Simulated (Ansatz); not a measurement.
# GaN with Ge replacing Ga: a run for the field gradients

```yaml
crystal:
  lattice:
    - [6.36, 0.0, 0.0]
    - [-3.18, 5.507921568, 0.0]
    - [0.0, 0.0, 10.332]
  atoms:
    - { symbol: Ge, position: [0.1666666666, 0.3333333334, 0.0] }
    - { symbol: Ga, position: [0.1666666666, 0.3333333334, 0.5] }
    - { symbol: Ga, position: [0.1666666666, 0.8333333334, 0.0] }
    - { symbol: Ga, position: [0.1666666666, 0.8333333334, 0.5] }
    - { symbol: Ga, position: [0.6666666666, 0.3333333334, 0.0] }
    - { symbol: Ga, position: [0.6666666666, 0.3333333334, 0.5] }
    - { symbol: Ga, position: [0.6666666666, 0.8333333334, 0.0] }
    - { symbol: Ga, position: [0.6666666666, 0.8333333334, 0.5] }
    - { symbol: Ga, position: [0.3333333334, 0.1666666666, 0.25] }
    - { symbol: Ga, position: [0.3333333334, 0.1666666666, 0.75] }
    - { symbol: Ga, position: [0.3333333334, 0.6666666666, 0.25] }
    - { symbol: Ga, position: [0.3333333334, 0.6666666666, 0.75] }
    - { symbol: Ga, position: [0.8333333334, 0.1666666666, 0.25] }
    - { symbol: Ga, position: [0.8333333334, 0.1666666666, 0.75] }
    - { symbol: Ga, position: [0.8333333334, 0.6666666666, 0.25] }
    - { symbol: Ga, position: [0.8333333334, 0.6666666666, 0.75] }
    - { symbol: "N", position: [0.1666666666, 0.3333333334, 0.1875] }
    - { symbol: "N", position: [0.1666666666, 0.3333333334, 0.6875] }
    - { symbol: "N", position: [0.1666666666, 0.8333333334, 0.1875] }
    - { symbol: "N", position: [0.1666666666, 0.8333333334, 0.6875] }
    - { symbol: "N", position: [0.6666666666, 0.3333333334, 0.1875] }
    - { symbol: "N", position: [0.6666666666, 0.3333333334, 0.6875] }
    - { symbol: "N", position: [0.6666666666, 0.8333333334, 0.1875] }
    - { symbol: "N", position: [0.6666666666, 0.8333333334, 0.6875] }
    - { symbol: "N", position: [0.3333333334, 0.1666666666, 0.4375] }
    - { symbol: "N", position: [0.3333333334, 0.1666666666, 0.9375] }
    - { symbol: "N", position: [0.3333333334, 0.6666666666, 0.4375] }
    - { symbol: "N", position: [0.3333333334, 0.6666666666, 0.9375] }
    - { symbol: "N", position: [0.8333333334, 0.1666666666, 0.4375] }
    - { symbol: "N", position: [0.8333333334, 0.1666666666, 0.9375] }
    - { symbol: "N", position: [0.8333333334, 0.6666666666, 0.4375] }
    - { symbol: "N", position: [0.8333333334, 0.6666666666, 0.9375] }
total_charge: 1
kpoints:
  mp_grid: { grid: [4, 4, 2] }
scf:
  occupations: { method: fermi_dirac, width: 0.01 }
  convergence: { dr2_threshold: 0.0 }
  max_iter: 60
hamiltonian:
  xc: pbe
  pseudopotentials: { kind: paw }
output:
  forces: true
  stress: true
  populations: true
  efg:
    quadrupole_moments_barn: { Ge: -0.196, Ga: 0.107, "N": 0.02044 }
    contact_densities: true
```

```sh
ansatz run input.yaml --threads 1 --pin off --max-ram 3072MiB --backend cpu --events-out ev --progress --plain --runs-dir out
```

Question: What happens when this input is run?

Answer: The program refused the input. The input holds an SCF threshold far outside the usual range. The program says:

```
Error: invalid value for `scf.convergence.dr2_threshold`: must be finite and > 0; got 0 eV
```

Against a sound input the change was `scf.convergence.dr2_threshold`: not typed → 0.0; `scf.max_iter`: not typed → 60.

With the sound settings the run converges and gives V_zz (10²¹ V/m²) Ge -0.95 (η 0.00), Ga2 0.39 (η 0.00), Ga3 -2.23 (η 0.38), Ga4 0.27 (η 0.56), Ga9 1.89 (η 0.62), Ga10 2.06 (η 0.07), among others; a site carries the number of its first atom in the input. The defect repeats with the cell of 32 atoms, so it feels its images: sites between two images don't show the values beside a lone defect, and zeros or small values of η there can come from the images' arrangement. Ga and N carry a gradient in the pure host already, so the values there aren't the defect's effect alone. A uniform background compensates the cell's charge. The cell keeps the host's lattice, where the PBE pressure is 8 GPa (in a charged cell this depends on the convention for the mean potential). The neighbours have not yet relaxed around the defect (largest force 1.5 eV/Å), so a real crystal will differ.
